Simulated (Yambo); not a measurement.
G0W0@LDA for YOF (space group P4/nmm, No. 129) in Yambo. Reference settings: 4×4×2 Γ-centred k mesh, 156 bands and a 8 Ry block in the screening, 156 bands in G with the Bruneval-Gonze terminator, plasmon pole fitted at 27.2 eV. The LDA gap (0.25, 0.25, -0.5) → Γ on this mesh is 4.82 eV; G0W0 gaps are taken between the same points.

```tsv
change from the reference	G0W0 gap (0.25, 0.25, -0.5) → Γ (eV)	shift of the valence edge (eV)
reference settings	6.76	-0.91
90 bands in W, 90 bands in G, 3 Ry block, no terminator	6.60	-0.67
62 bands in W, 62 bands in G	6.91	-0.71
62 bands in W, 62 bands in G, 2 Ry block	6.89	-0.85
43 bands in W, 43 bands in G, no terminator	___	-0.20
123 bands in W, 123 bands in G, 2 Ry block	6.66	-0.91
4×4×4 mesh	6.78	-0.93
43 bands in W, 43 bands in G, 3 Ry block	___	-0.77
```

**Question.** Estimate the withheld gaps from the other rows; the computed values follow.

**Answer.** 
- 43 bands in W, 43 bands in G, no terminator, G0W0 gap (0.25, 0.25, -0.5) → Γ (eV): 7.07
- 43 bands in W, 43 bands in G, 3 Ry block, G0W0 gap (0.25, 0.25, -0.5) → Γ (eV): 7.22

The reference isn't shown to be the converged limit.

Geometry of the Materials Project entry, not relaxed at this level; primitive cell a = b = 3.832 Å, c = 5.447 Å, α = β = γ = 90.00°.

The structure is a Materials Project entry; no match was found in the copy of COD used, and its stability was not checked.

A shift is the quasiparticle energy of the state minus its LDA energy.
